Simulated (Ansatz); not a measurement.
Problem. ScTi3N (anti-perovskite, space group No. 221) is relaxed with the program Ansatz at the r²SCAN level (PAW). What lattice parameters of the conventional cell result?

Solution. a = 4.241 Å.

Problem. Is it a metal or does it have a gap at this level?

Solution. No gap at this level.

Space group Pm-3m (anti-perovskite). The start of the workflow was typed in or built on a structure type; neither database checked (COD, Materials Project) lists it. Whether it is the stable phase at ambient conditions was not checked. Symmetry was held in the r²SCAN relaxation; whether a distortion lowers the energy is not shown. The workflow began spin-polarised and lost its moments.

Potentials: the earlier of the program's two PAW sets. The files were generated under PBE; for other functionals the program regenerates the frozen cores, and for LDA and PBEsol the local potential too.
